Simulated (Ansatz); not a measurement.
A generator proposed this cell of Er₄Cl.

Space group Pm-3m (No. 221). a = 5.059 Å, b = 5.059 Å, c = 5.059 Å, α = 90.00°, β = 90.00°, γ = 90.00°
| atom | site | symmetry | x | y | z |
| --- | --- | --- | --- | --- | --- |
| Er | 1a | m-3m | 0.0000 | 0.0000 | 0.0000 |
| Er | 3c | 4/mm.m | 0.5000 | 0.5000 | 0.0000 |
| Cl | 1b | m-3m | 0.5000 | 0.5000 | 0.5000 |

All numbers below come from DFT PBE, scalar-relativistic, plane waves, PAW, and for the lanthanide a 4f-in-core norm-conserving potential, in Ansatz. Plane waves to 770 eV, a k mesh through Γ of 4×4×4 on the computed 5-atom cell and Gaussian smearing (0.10 eV); no spin polarisation.

Energies over the elements count from the elements' standard structures at the same level (Cl₂ as a molecule), with no fitted energy shifts.

Task: How far from equilibrium is it?

Result: The pressure is 5.1 GPa (it wants to expand), the largest force is 0.00 eV/Å (symmetry fixes the atoms), and the energy is −0.38 eV/atom against the elements. The shortest distance is 2.53 Å.

Task: Is it a good guess?

Result: A fair one: relaxing gains under 0.1 eV/atom (the start's value is from the coarse mesh, so the gain is rough) in 7 ionic steps and ends at −0.41 eV/atom on the finer mesh. The symmetry stays Pm-3m (No. 221). The volume per atom grows by 8.0 %, from 25.9 to 28.0 Å³. The shortest distance goes from 2.53 Å (Er–Cl) to 2.60 Å (Er–Cl). Conventional cell: a = 5.191 Å. Around Er on a site of symmetry m-3m lie 12 Er at 3.67 Å; Er on a site of symmetry 4/mmm has 2 Cl at 2.60 Å and 12 Er at 3.67 Å; Cl is surrounded by 6 Er at 2.60 Å.

The last run used an 8×8×8 mesh for its 5-atom cell and Gaussian smearing of 0.10 eV. The cell is a metal run without spin; a magnetic state may lie lower. The relaxation can't lower the symmetry of the start, and the grade says only how near the guess is to its own end. A structure relaxed within its symmetry needn't be a true minimum.

The lanthanide is trivalent by construction, without f bands, f moments or other valences. The reference runs of the other elements, and any phases without the lanthanide, used 420 eV, which shifts energies against them by under 10 meV/atom. The lanthanide's reference is the lowest of its hcp, dhcp and fcc cells.
